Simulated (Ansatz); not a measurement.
A relaxation computed with Ansatz, from input to last step.

```yaml
crystal:
  lattice:
    - [4.1813073397, 0.0, 0.0]
    - [-2.0906536698, 3.6211183772, 0.0]
    - [0.0, 0.0, 6.5054350234]
  atoms:
    - { symbol: Ag, position: [0.0, 0.0, 0.0] }
    - { symbol: Ag, position: [0.3333333333, 0.6666666667, 0.645] }
    - { symbol: Ag, position: [0.6666666667, 0.3333333333, 0.355] }
    - { symbol: S, position: [0.3333333333, 0.6666666667, 0.245] }
    - { symbol: S, position: [0.6666666667, 0.3333333333, 0.755] }
basis:
  ecutwfc: 420
kpoints:
  mp_grid: { grid: [6, 6, 4] }
hamiltonian:
  xc: pbe
scf:
  occupations: { method: gaussian, width: 0.1 }
  lower_state_search: "off"
output:
  forces: true
  stress: true
  eigenvalues: true
relax:
  adjacent_minimum: "off"
  f_tol: 0.04
  max_steps: 70
  cell: { stress_tol: 0.4 }
```

```bash
ansatz run input.yaml --threads 1 --pin off --max-ram 2560MiB --backend cpu --events-out ev --progress --plain --runs-dir out
```

Level of theory: Ansatz 0.2.0, DFT PBE, scalar-relativistic, plane waves, PAW.

Of 9 frames 8 are shown, positions in Å and forces in eV/Å; the SCF threshold varies from step to step. Steps run on the plane waves of an earlier cell, with a Pulay correction in the pressure. The basis is chosen afresh for the last frame, the zero of the energies, and at times for earlier ones too; energy and pressure step there, also at an unchanged geometry. The mark taken_back stands on steps that the optimiser undid.

```xyz
5
Lattice="4.1813 0.0000 0.0000 -2.0907 3.6211 0.0000 0.0000 0.0000 6.5054" Properties=species:S:1:pos:R:3:forces:R:3 pbc="T T T" step=1 free_energy_over_end_meV_per_atom=32.16 pressure_GPa=1.95
Ag    0.0000    0.0000    0.0000    0.0000    0.0000    0.0000
Ag    0.0000    2.4141    4.1960    0.0000    0.0000    0.0683
Ag    2.0907    1.2070    2.3094    0.0000    0.0000   -0.0683
S     0.0000    2.4141    1.5938    0.0000    0.0000   -0.7280
S     2.0907    1.2070    4.9116    0.0000    0.0000    0.7280
5
Lattice="4.2163 0.0000 0.0000 -2.1082 3.6515 0.0000 0.0000 0.0000 6.3814" Properties=species:S:1:pos:R:3:forces:R:3 pbc="T T T" step=2 free_energy_over_end_meV_per_atom=12.64 pressure_GPa=0.41
Ag    0.0000    0.0000    0.0000    0.0000    0.0000    0.0000
Ag    0.0000    2.4343    4.1418    0.0000    0.0000   -0.1026
Ag    2.1082    1.2172    2.2396    0.0000    0.0000    0.1026
S     0.0000    2.4343    1.4569    0.0000    0.0000   -0.2199
S     2.1082    1.2172    4.9246    0.0000    0.0000    0.2199
5
Lattice="4.2023 0.0000 0.0000 -2.1012 3.6393 0.0000 0.0000 0.0000 6.3932" Properties=species:S:1:pos:R:3:forces:R:3 pbc="T T T" step=3 free_energy_over_end_meV_per_atom=7.22 pressure_GPa=0.08
Ag    0.0000    0.0000    0.0000    0.0000    0.0000    0.0000
Ag    0.0000    2.4262    4.1065    0.0000    0.0000   -0.1187
Ag    2.1012    1.2131    2.2867    0.0000    0.0000    0.1187
S     0.0000    2.4262    1.4016    0.0000    0.0000   -0.0770
S     2.1012    1.2131    4.9916    0.0000    0.0000    0.0770
5
Lattice="4.1111 0.0000 0.0000 -2.0556 3.5604 0.0000 0.0000 0.0000 6.6064" Properties=species:S:1:pos:R:3:forces:R:3 pbc="T T T" step=4 free_energy_over_end_meV_per_atom=15.35 pressure_GPa=-0.01 taken_back
Ag    0.0000    0.0000    0.0000    0.0000    0.0000    0.0000
Ag    0.0000    2.3736    4.0449    0.0000    0.0000    0.3062
Ag    2.0556    1.1868    2.5615    0.0000    0.0000   -0.3062
S     0.0000    2.3736    1.3006    0.0000    0.0000    0.4815
S     2.0556    1.1868    5.3058    0.0000    0.0000   -0.4815
5
Lattice="4.1592 0.0000 0.0000 -2.0796 3.6020 0.0000 0.0000 0.0000 6.5521" Properties=species:S:1:pos:R:3:forces:R:3 pbc="T T T" step=5 free_energy_over_end_meV_per_atom=2.28 pressure_GPa=-0.37
Ag    0.0000    0.0000    0.0000    0.0000    0.0000    0.0000
Ag    0.0000    2.4013    4.1425    0.0000    0.0000   -0.0672
Ag    2.0796    1.2006    2.4096    0.0000    0.0000    0.0672
S     0.0000    2.4013    1.4149    0.0000    0.0000   -0.0411
S     2.0796    1.2006    5.1373    0.0000    0.0000    0.0411
5
Lattice="4.0577 0.0000 0.0000 -2.0289 3.5141 0.0000 0.0000 0.0000 6.7148" Properties=species:S:1:pos:R:3:forces:R:3 pbc="T T T" step=6 free_energy_over_end_meV_per_atom=1.02 pressure_GPa=1.25
Ag    0.0000    0.0000    0.0000    0.0000    0.0000    0.0000
Ag    0.0000    2.3427    4.1864    0.0000    0.0000    0.0138
Ag    2.0289    1.1714    2.5283    0.0000    0.0000   -0.0138
S     0.0000    2.3427    1.4213    0.0000    0.0000   -0.0313
S     2.0289    1.1714    5.2934    0.0000    0.0000    0.0313
5
Lattice="4.0896 0.0000 0.0000 -2.0448 3.5417 0.0000 0.0000 0.0000 6.7613" Properties=species:S:1:pos:R:3:forces:R:3 pbc="T T T" step=7 free_energy_over_end_meV_per_atom=0.29 pressure_GPa=-0.40
Ag    0.0000    0.0000    0.0000    0.0000    0.0000    0.0000
Ag    0.0000    2.3611    4.2011    0.0000    0.0000    0.0687
Ag    2.0448    1.1806    2.5603    0.0000    0.0000   -0.0687
S     0.0000    2.3611    1.4333    0.0000    0.0000    0.0196
S     2.0448    1.1806    5.3280    0.0000    0.0000   -0.0196
5
Lattice="4.0788 0.0000 0.0000 -2.0394 3.5324 0.0000 0.0000 0.0000 6.7649" Properties=species:S:1:pos:R:3:forces:R:3 pbc="T T T" step=9 free_energy_over_end_meV_per_atom=0.00 pressure_GPa=-0.07
Ag    0.0000    0.0000    0.0000    0.0000    0.0000    0.0000
Ag    0.0000    2.3549    4.2272    0.0000    0.0000   -0.0197
Ag    2.0394    1.1775    2.5377    0.0000    0.0000    0.0197
S     0.0000    2.3549    1.4322    0.0000    0.0000    0.0192
S     2.0394    1.1775    5.3327    0.0000    0.0000   -0.0192
```

The start puts this composition into another compound's structure type, which needn't suit it. At the end the space group is P-3m1 (tolerance 0.05 Å).

It took 62 s on 1 thread of Arm Neoverse V1, on a shared host, peak memory 0.39 GiB.

The k mesh is coarse. Spin polarisation was left out, and a magnetic state may lie lower.